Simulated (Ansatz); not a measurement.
The cell of ZnInC₂N₂ is invented: packed cyanide-bridged chains (P-1, No. 2). Lengths were set from tabulated atomic sizes, so they are only a guess.

```yaml
crystal:
  lattice:
    - [3.92572, 0.00000, 0.00000]
    - [1.36518, 4.15355, 0.00000]
    - [0.16330, 1.94119, 8.02339]
  atoms:
    - { symbol: Zn, position: [0.50000, 0.50000, 0.50000] }
    - { symbol: In, position: [0.00000, 0.00000, 0.00000] }
    - { symbol: C, position: [0.80680, 0.19320, 0.19320] }
    - { symbol: C, position: [0.19320, 0.80680, 0.80680] }
    - { symbol: N, position: [0.69383, 0.30617, 0.30617] }
    - { symbol: N, position: [0.30617, 0.69383, 0.69383] }
```

The calculation used DFT PBE, scalar-relativistic, plane waves, PAW in Ansatz 0.2.0. Cutoff 420 eV, Gaussian smearing, Γ-centred meshes. Cell and atoms relax first on a coarse mesh and then on a finer one. In between, the cell is made exact in the group found at 0.06 Å. In metals the finer mesh still leaves noise of several meV/atom or more. The steps can't lower the symmetry of their start. No spin polarisation in the relaxation; trial moments died out in a coarse test.

A guess keeps its type if space group and coordination stay and the shape of the cell changes little (axis ratios within about 15 %, angles within 6°); the volume may change.

Question: Will the relaxed cell still be of the starting type?

Answer: It doesn't keep its type. The symmetry stays P-1 (No. 2). The volume per atom shrinks by 27.5 %, from 21.8 to 15.8 Å³. The shortest distance goes from 1.17 Å (C–N) to 1.20 Å (C–N). Counting neighbours within 15 % of an atom's shortest distance, the start has C 1, In 2, N 1, Zn 2 and the end C 1, In 4, N 1, Zn 4. In detail, at the end around Zn lie 2 C at 2.06 Å and 2 N at 2.22 Å; In has 2 C at 2.49 Å and 2 N at 2.53 Å; C is surrounded by 1 N at 1.20 Å, 1 Zn at 2.06 Å and 1 In at 2.49 Å; around N lie 1 C at 1.20 Å, 1 Zn at 2.22 Å and 1 In at 2.53 Å.

```cif
data_structure
_symmetry_space_group_name_H-M 'P-1'
_symmetry_Int_Tables_number 2
_cell_length_a 3.2259
_cell_length_b 4.2653
_cell_length_c 6.9340
_cell_angle_alpha 90.164
_cell_angle_beta 96.246
_cell_angle_gamma 90.363
_cell_volume 94.84
loop_
_atom_site_label
_atom_site_type_symbol
_atom_site_symmetry_multiplicity
_atom_site_Wyckoff_symbol
_atom_site_fract_x
_atom_site_fract_y
_atom_site_fract_z
_atom_site_occupancy
Zn1 Zn 1 b 0.00000 0.00000 0.50000 1
In1 In 1 a 0.00000 0.00000 0.00000 1
C1 C 2 i 0.04193 0.65742 0.29241 1
N1 N 2 i 0.04692 0.37762 0.28301 1
```

The last run used a 12×10×6 mesh (in the run's order of axes) for its 6-atom cell and Gaussian smearing of 0.10 eV. An odd number of electrons in the primitive cell allows no gap without spin; a larger cell or a magnetic state could open one. A structure relaxed within its symmetry needn't be a true minimum.
